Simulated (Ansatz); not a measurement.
Relaxed Rh (fcc, Cu type):

```yaml
crystal:
  lattice:
    - [0.00000, 3.83006, 3.83006]
    - [1.91503, 1.91503, 3.83006]
    - [1.91503, 1.91503, 0.00000]
  atoms:
    - { symbol: Rh, position: [0.00000, 0.00000, 0.00000] }
    - { symbol: Rh, position: [0.50000, 0.00000, 0.00000] }
```

A phonon eigenvector at X = (0.5, 0.5, 0.0) is frozen into this cell: atom i moves by Q times the vector below, so Q is the largest atomic displacement, in Å. The cell is held. It is one choice among 2 degenerate patterns. (q is in reciprocal vectors of the primitive cell; the cell shown is doubled to hold the pattern.)

```
atom      x       y      z
----  -----  ------  -----
Rh1   0.000   1.000  0.000
Rh2   0.000  -1.000  0.000
```

Calculation: PBE (plane waves to 420 eV, PAW, scalar-relativistic; Ansatz, a program for electronic structure). k mesh 21×21×21 (Γ-centred), Fermi-Dirac smearing 0.05 eV. Energies are smeared free energies. With partly filled bands, energies and forces of such displacements shift with the k mesh and the smearing. Rh is run without spin polarisation. Rh was relaxed with its symmetry unable to fall. The zero of ΔE is the undisplaced structure.

Problem. Predict the ΔE (meV/cell) at Q (Å) = -0.280, -0.233, -0.187, -0.140, -0.047, 0.093, 0.140, 0.187.

Solution. 
```csv
Q (Å),ΔE (meV/cell)
-0.280,994
-0.233,691
-0.187,438
-0.140,243
-0.047,26
0.093,107
0.140,243
0.187,438
```

(For displaced atoms, the force is minus the slope of the energy, and its curvature is a force constant, which sets phonon frequencies.)
